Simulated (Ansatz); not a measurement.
Consider the following.

CuPd:
```xyz
2
Lattice="1.3414 0.7745 4.2067 -1.3414 0.7745 4.2067 0.0000 -1.5489 4.2067" Properties=species:S:1:pos:R:3 pbc="T T T"
Cu     0.0000     0.0000     0.0000
Pd     0.0000     0.0000     6.3101
```

This is the PBEsol-relaxed structure. Tensor components refer to the Cartesian frame of this cell.

Task: All from PBEsol in the plane-wave PAW code Ansatz, unless another level is named. Give the bulk modulus (Birch–Murnaghan fit).

Result: 185 GPa.

Task: Predict the elastic constants (relaxed ions, GPa).

Result: C11 = 295, C12 = 131, C13 = 127, C14 = -28.9, C33 = 313, C44 = 60.1.

Task: And the highest zone-centre frequency?

Result: 256 cm⁻¹.

Space group R-3m. The workflow started from a Materials Project entry (that database holds measured and hypothetical structures alike); the Crystallography Open Database copy checked does not list it. COD files the formula under space group No. 221. With Cu and Pd taken as one species the cell has the higher symmetry Fm-3m, so it may be an ordered model of a mixed-site phase. Whether it is the stable phase at ambient conditions was not checked. The PBEsol relaxation kept the symmetry of its start; whether a distortion lowers the energy is not shown. No spin polarisation was allowed. As this level gives no gap, shear constants depend on the k-mesh and smearing (Fermi–Dirac, 0.1 eV here). As this level gives no gap, phonon frequencies hold no LO–TO term and depend on the k-mesh and smearing (Fermi–Dirac, 0.1 eV here).

Potentials: the later of the program's two PAW sets.
